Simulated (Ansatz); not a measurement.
Relaxed BiPt (NiAs type):

```
CELL_PARAMETERS angstrom
      4.37788     0.00000     0.00000
     -2.18894     3.79135     0.00000
      0.00000     0.00000     5.54405
ATOMIC_POSITIONS crystal
  Bi 0.33333 0.66667 0.25000
  Bi 0.66667 0.33333 0.75000
  Pt 0.00000 0.00000 0.50000
  Pt 0.00000 0.00000 0.00000
```

Scan: atom 1 (Bi, nearest neighbour Pt at 2.883 Å; its periodic images, 4.4 Å or more away, move with it) is displaced along Cartesian x, direction (1.000, 0.000, 0.000) in Cartesian axes, by s. The other atoms stay.

These are r2SCAN (plane waves to 500 eV, PAW, scalar-relativistic; Ansatz, a first-principles code) values and carry that method's errors. k mesh 10×10×7 (Γ-centred), Fermi-Dirac smearing 0.05 eV. The energy includes the smearing's −TS. With partly filled bands, energies and forces of such displacements shift with the k mesh and the smearing. BiPt is run without spin polarisation. BiPt was relaxed with its symmetry unable to fall. Spin-orbit coupling is left out, though Bi and Pt are heavy. The zero of ΔE is the undisplaced structure. The last digit holds for this mesh only.

```
s (Å)   ΔE (meV/cell)
------  -------------
-0.580         1178.8
-0.464       withheld
-0.348          382.5
-0.232          164.4
-0.116           40.3
0.000             0.0
0.116            40.3
0.232           164.4
0.348           382.5
0.464        withheld
0.580          1178.8
```

Fit an even polynomial form (powers 2, 4) to the given rows and predict ΔE at s = 0.464.

Least squares on the 9 given rows: ΔE = (2965)·s² + (1602)·s⁴, in meV/cell with s in Å; root-mean-square residual 0.11 meV/cell. At 0.464 the fit gives 712.6 meV/cell; the calculation gives 712.7 meV/cell, so the interpolation is off by -0.1 (-0.0 %). The quadratic term alone would give 638.4 meV/cell.

(A displaced cell: forces are minus the slopes of the energy, force constants its curvatures, and phonons follow from these.)
